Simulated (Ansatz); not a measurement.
Ag$_{2}$S:
```xyz
3
Lattice="4.1719 0.0000 0.0000 -2.0860 3.6130 0.0000 0.0000 0.0000 3.8536" Properties=species:S:1:pos:R:3 pbc="T T T"
S      0.0000     0.0000     0.0000
Ag     0.0000     2.4087     1.0827
Ag     2.0860     1.2043     2.7709
```

Relaxed with PBE. Special points in fractions of this cell's reciprocal vectors: Γ (0.000, 0.000, 0.000); M (0.500, 0.000, 0.000); K (0.333, 0.333, 0.000); A (0.000, 0.000, 0.500); L (0.500, 0.000, 0.500); H (0.333, 0.333, 0.500).

Problem. List the band energies nearest the Fermi level at these points for plane-wave PAW PBE (Ansatz code).

Solution. In eV from the Fermi level; about four levels below and three above (degenerate sets whole), none deeper than 8.9 eV; points with the same levels are listed once.

| k | below | above |
|---|---|---|
| Γ | -3.49 -3.49 -1.83 -0.91 | 0.17 0.17 4.42 |
| M | -3.13 -3.08 -2.15 -0.74 | 1.27 3.65 6.34 |
| K | -3.32 -3.32 -3.04 -0.67 | 4.22 4.22 4.63 |
| A | -3.15 -3.15 -2.74 -0.44 -0.44 | 1.61 2.43 7.01 7.01 |
| L | -3.52 -3.51 -1.99 -0.27 | 0.23 3.76 4.98 |
| H | -2.73 -2.24 -2.24 -1.82 | 1.15 1.15 6.15 6.15 |

Space group P-3m1 (anti-CdI2 type). The cell is a constructed one: a structure type filled with these elements; neither database checked (COD, Materials Project) lists it. COD files the formula under space group No. 4, 14, so this cell is another polymorph or a model. Whether it is the stable phase at ambient conditions was not checked. The cell was relaxed with PBE under the symmetry of its start; whether a distortion lowers the energy is not shown. The run is not spin-polarised. Scalar-relativistic: spin–orbit coupling is off unless named, which matters more the heavier the elements.

Potentials: the later of the program's two PAW sets.
